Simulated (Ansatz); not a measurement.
Values for one crystal, relaxed and computed with r²SCAN+D4 (plane waves, PAW; program Ansatz); other levels are named.

```yaml
volume_per_atom: 12.25 Å³
band_gap: 1.34 eV (smallest direct gap 1.37 eV)
Gap with spin–orbit coupling: 1.34 eV
mechanical_stability: unstable (C has a negative eigenvalue)
Elastic constants (relaxed ions, GPa): C11 = 279, C12 = 182, C13 = 124, C14 = 60.2, C33 = 144, C44 = 67.3
valence_band_maximum: off the standard path, at k = (0.000, 0.250, -0.214)
electron_effective_mass: 0.15, 0.18, 0.18 mₑ (principal values)
```

Which of these materials gives this?
(A) HfO2, CdI2 type
(B) BN, P6_3/mmc (B on 2d, N on 2c)
(C) In2O3, La2O3 or Ni2Al3 type
(D) BN, P6_3/mmc (B on 2b, N on 2d)

C, In2O3, La2O3 or Ni2Al3 type

Space group P-3m1 (La2O3 or Ni2Al3 type). The start of the workflow was typed in or built on a structure type; neither database checked (COD, Materials Project) lists it. It is not the phase usual at ambient conditions (space group No. 206). The r²SCAN+D4 relaxation kept the symmetry of its start. The volume moved by -25 % from the start of the relaxation. Scalar-relativistic: spin–orbit coupling is off unless named, which matters more the heavier the elements.

Potentials: the earlier of the program's two PAW sets.
